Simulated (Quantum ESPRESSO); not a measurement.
# Mg4OSe3: input and log of a self-consistent run

Simulated, not a measurement. The program is pw.x of Quantum ESPRESSO 7.5 (plane-wave density functional theory). The cell is made up: 8 atoms on a zincblende/diamond lattice, with randomly drawn elements, strain and displacements, not relaxed. PseudoDojo standard norm-conserving files (v0.5 for PBE, v0.4.1 for LDA and PBEsol) set the functional; there is no spin polarisation, spin-orbit coupling or dispersion term, and the masses in the input are unused placeholders.

Input:

```
&control calculation='scf', pseudo_dir='./dojo.nc.sr.pbe.v0_5.standard.upf', outdir='./o', disk_io='low', tprnfor=.true., tstress=.true. /
&system ibrav=0, nat=8, ntyp=3, nbnd=53, ecutwfc=85.99341389, nosym=.true., tot_charge=0,
 occupations='smearing', smearing='fd', degauss=0.0018374661
/
&electrons conv_thr=7.350e-09, electron_maxstep=60, /
ATOMIC_SPECIES
Mg 1.0 Mg.upf
O 1.0 O.upf
Se 1.0 Se.upf
CELL_PARAMETERS angstrom
5.7018 0.0044 0.0595
0.0044 5.895 0.0136
0.0595 0.0136 5.8032
ATOMIC_POSITIONS angstrom
Mg 0.0987 -0.0812 0.1954
Mg 0.1045 3.168 2.8393
Mg 2.7412 -0.1272 2.976
Mg 2.9771 2.9543 0.0027
O 1.3269 1.4776 1.5996
Se 1.4741 4.3334 4.3093
Se 4.4447 1.5605 4.4236
Se 4.1515 4.5689 1.4996
K_POINTS automatic
4 4 4 1 1 1
```

The log is shortened where brackets say so; the opening notice, blank lines, dates and the lines on written files are dropped, and the path of the files is cut. It prints rydbergs, bohrs and kilobars, and counts compression as positive stress. With no partly filled state, the Fermi energy that it prints is only some level between the filled and the empty states on the mesh, and need not lie in the true gap.

```
     Program PWSCF v.7.5
     Parallel version (MPI & OpenMP), running on       4 processor cores
     Number of MPI processes:                 4
     Threads/MPI process:                     1
     [start-up lines left out]
     bravais-lattice index     =            0
     lattice parameter (alat)  =      10.7754  a.u.
     unit-cell volume          =    1316.1666 (a.u.)^3
     number of atoms/cell      =            8
     number of atomic types    =            3
     number of electrons       =        94.00
     number of Kohn-Sham states=           53
     kinetic-energy cutoff     =      85.9934  Ry
     charge density cutoff     =     343.9737  Ry
     scf convergence threshold =      7.3E-09
     mixing beta               =       0.7000
     number of iterations used =            8  plain     mixing
     Exchange-correlation= PBE
                           (   1   4   3   4   0   0   0)
     [axes and pseudopotential details left out]
   Cartesian axes
     site n.     atom                  positions (alat units)
         1        Mg     tau(   1) = (   0.0173094  -0.0142403   0.0342680  )
         2        Mg     tau(   2) = (   0.0183265   0.5555836   0.4979383  )
         3        Mg     tau(   3) = (   0.4807341  -0.0223075   0.5219119  )
         4        Mg     tau(   4) = (   0.5221048   0.5181063   0.0004735  )
         5        O      tau(   5) = (   0.2327032   0.2591320   0.2805276  )
         6        Se     tau(   6) = (   0.2585182   0.7599640   0.7557375  )
         7        Se     tau(   7) = (   0.7794831   0.2736705   0.7757827  )
         8        Se     tau(   8) = (   0.7280635   0.8012645   0.2629903  )
     number of k points=    32  Fermi-Dirac smearing, width (Ry)=  0.0018
                       cart. coord. in units 2pi/alat
        k(    1) = (   0.1236483   0.1205379   0.1212723), wk =   0.0625000
        k(    2) = (   0.1210851   0.1199730   0.3669451), wk =   0.0625000
     [further k points left out]
     Dense  grid:   141795 G-vectors     FFT dimensions: (  64,  72,  72)
     Estimated max dynamical RAM per process >     308.57 MB
     Estimated total dynamical RAM >       1.10 GB
     Initial potential from superposition of free atoms
     starting charge      93.9966, renormalised to      94.0000
     Starting wfcs are   51 randomized atomic wfcs +    2 random wfcs
     total cpu time spent up to now is        4.5 secs
     per-process dynamical memory:   216.2 Mb
     Self-consistent Calculation
     iteration #  1     ecut=    85.99 Ry     beta= 0.70
     Davidson diagonalization with overlap
     ethr =  1.00E-02,  avg # of iterations =  6.3
     total cpu time spent up to now is       15.1 secs
     total energy              =   -1235.58994302 Ry
     estimated scf accuracy    <       1.20010784 Ry
     iteration #  2     ecut=    85.99 Ry     beta= 0.70
     Davidson diagonalization with overlap
     ethr =  1.28E-03,  avg # of iterations =  5.9
     total cpu time spent up to now is       25.7 secs
     total energy              =   -1234.62544110 Ry
     estimated scf accuracy    <       8.66143099 Ry
     iteration #  3     ecut=    85.99 Ry     beta= 0.70
     Davidson diagonalization with overlap
     ethr =  1.28E-03,  avg # of iterations =  4.7
     total cpu time spent up to now is       36.4 secs
     total energy              =   -1236.16525035 Ry
     estimated scf accuracy    <       0.33571198 Ry
     iteration #  4     ecut=    85.99 Ry     beta= 0.70
     Davidson diagonalization with overlap
     ethr =  3.57E-04,  avg # of iterations =  2.0
     total cpu time spent up to now is       44.7 secs
     total energy              =   -1236.16025426 Ry
     estimated scf accuracy    <       0.09291064 Ry
     iteration #  5     ecut=    85.99 Ry     beta= 0.70
     Davidson diagonalization with overlap
     ethr =  9.88E-05,  avg # of iterations =  2.4
     total cpu time spent up to now is       53.2 secs
     total energy              =   -1236.16274229 Ry
     estimated scf accuracy    <       0.01194017 Ry
     iteration #  6     ecut=    85.99 Ry     beta= 0.70
     Davidson diagonalization with overlap
     ethr =  1.27E-05,  avg # of iterations =  7.1
     total cpu time spent up to now is       63.3 secs
     total energy              =   -1236.16507206 Ry
     estimated scf accuracy    <       0.00056379 Ry
     iteration #  7     ecut=    85.99 Ry     beta= 0.70
     Davidson diagonalization with overlap
     ethr =  6.00E-07,  avg # of iterations =  2.2
     total cpu time spent up to now is       72.3 secs
     total energy              =   -1236.16515243 Ry
     estimated scf accuracy    <       0.00004013 Ry
     iteration #  8     ecut=    85.99 Ry     beta= 0.70
     Davidson diagonalization with overlap
     ethr =  4.27E-08,  avg # of iterations =  3.1
     total cpu time spent up to now is       81.6 secs
     total energy              =   -1236.16515872 Ry
     estimated scf accuracy    <       0.00000195 Ry
     iteration #  9     ecut=    85.99 Ry     beta= 0.70
     Davidson diagonalization with overlap
     ethr =  2.07E-09,  avg # of iterations =  3.4
     total cpu time spent up to now is       91.3 secs
     total energy              =   -1236.16515931 Ry
     estimated scf accuracy    <       0.00000040 Ry
     iteration # 10     ecut=    85.99 Ry     beta= 0.70
     Davidson diagonalization with overlap
     ethr =  4.23E-10,  avg # of iterations =  2.0
     total cpu time spent up to now is      100.3 secs
     total energy              =   -1236.16515933 Ry
     estimated scf accuracy    <       0.00000012 Ry
     iteration # 11     ecut=    85.99 Ry     beta= 0.70
     Davidson diagonalization with overlap
     ethr =  1.24E-10,  avg # of iterations =  3.0
     total cpu time spent up to now is      109.3 secs
     End of self-consistent calculation
          k = 0.1236 0.1205 0.1213 ( 17708 PWs)   bands (ev):
   -70.6648 -70.6601 -70.5596 -70.4835 -42.1548 -42.1492 -42.1486 -42.1350
   -42.1338 -42.1241 -42.1101 -42.1053 -42.1011 -42.0931 -41.4493 -41.4419
   -41.4355 -41.4267 -41.4242 -37.4519 -37.4393 -37.4359 -37.4349 -37.4097
   -37.3882 -37.3507 -37.3384 -37.3159 -37.2740 -37.2651 -37.2234 -10.0550
    -8.0747  -7.5995  -6.7897   0.7443   0.9985   1.1303   2.1186   2.2611
     2.6175   3.0416   3.2001   3.4257   3.7814   4.1884   4.4189   6.5534
     7.4885   7.9246   8.5636   9.2757   9.5914
     [levels at the other k points left out]
     the Fermi energy is     5.4171 ev
!    total energy              =   -1236.16515934 Ry
     estimated scf accuracy    <          1.7E-09 Ry
     smearing contrib. (-TS)   =       0.00000000 Ry
     internal energy E=F+TS    =   -1236.16515934 Ry
     The total energy is F=E-TS. E is the sum of the following terms:
     one-electron contribution =    -903.91475213 Ry
     hartree contribution      =     448.92610281 Ry
     xc contribution           =    -217.21495910 Ry
     ewald contribution        =    -563.96155092 Ry
     convergence has been achieved in  11 iterations
     Forces acting on atoms (cartesian axes, Ry/au):
     atom    1 type  1   force =     0.04563699    0.08932577    0.00533279
     atom    2 type  1   force =    -0.01001396   -0.10509512   -0.06542418
     atom    3 type  1   force =    -0.01099732    0.12998793   -0.02657672
     atom    4 type  1   force =    -0.04707970   -0.03871842    0.03469775
     atom    5 type  2   force =     0.00165282   -0.01069186   -0.00912455
     atom    6 type  3   force =    -0.00022859    0.00787081    0.08206519
     atom    7 type  3   force =     0.00383467   -0.03623650   -0.01585233
     atom    8 type  3   force =     0.01719509   -0.03644260   -0.00511795
     Total force =     0.241631     Total SCF correction =     0.000245
     Computing stress (Cartesian axis) and pressure
          total   stress  (Ry/bohr**3)                   (kbar)     P=        3.42
   0.00009404   0.00012066  -0.00014954           13.83       17.75      -22.00
   0.00012066  -0.00009834  -0.00000162           17.75      -14.47       -0.24
  -0.00014954  -0.00000162   0.00007397          -22.00       -0.24       10.88
     init_run     :      4.29s CPU      4.45s WALL (       1 calls)
     electrons    :    104.24s CPU    104.88s WALL (       1 calls)
     forces       :      0.93s CPU      0.93s WALL (       1 calls)
     stress       :      2.98s CPU      2.98s WALL (       1 calls)
     [timing details left out]
     PWSCF        :   1m52.52s CPU   1m53.35s WALL
     JOB DONE.
```

In other units: free energy -16818.884 eV for the cell, pressure 0.34 GPa, largest force component 3.342 eV/Å. A rerun of this cell at 1467 eV and a 6 x 6 x 6 mesh moved values by no more than 0.004 eV in energy, 0.02 GPa in stress and 0.007 eV/Å in force.